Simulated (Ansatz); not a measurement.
Question: Name crystals whose computed values (plane-wave PAW PBEsol (Ansatz code)) fall in these windows: B₀ by P(V) fit (GPa) 270 to 340; highest Γ mode, no LO–TO term (cm⁻¹) 180 to 220.

Answer: 

```
crystal                                               B₀ by P(V) fit (GPa)  highest Γ mode, no LO–TO term (cm⁻¹)
----------------------------------------------------  --------------------  ------------------------------------
MoPt3, Pmm2 (Mo on 1a, Pt on 1d, Pt on 1c, Pt on 1b)                   295                                   203
MoPt, P-6m2 (Mo on 1e, Pt on 1d)                                       294                                   215
NbIr, Pmma (Ir on 2e, Nb on 2f)                                        273                                   217
TaRu3, Cu3Au type                                                      304                                   213
MoPt, L1₀ or tetragonal B2                                             300                                   190
```
Others may fit too.

Built on a structure type that need not be the filed one of that space group: NbIr, Pmma (Ir on 2e, Nb on 2f). Typed or built starts, not in the databases checked: MoPt, L1₀ or tetragonal B2. Standing as an ambient phase not checked: MoPt3, Pmm2 (Mo on 1a, Pt on 1d, Pt on 1c, Pt on 1b); MoPt, P-6m2 (Mo on 1e, Pt on 1d); NbIr, Pmma (Ir on 2e, Nb on 2f); TaRu3, Cu3Au type. Perhaps ordered models of mixed-site phases: MoPt3, Pmm2 (Mo on 1a, Pt on 1d, Pt on 1c, Pt on 1b); MoPt, P-6m2 (Mo on 1e, Pt on 1d). All cells were relaxed under the symmetry of their starts (and spin orders); stability against distortions was not tested throughout. Rows with no word on spin ran without spin polarisation. Spin–orbit coupling is left out wherever it is not named.

Potentials: the later of the program's two PAW sets.
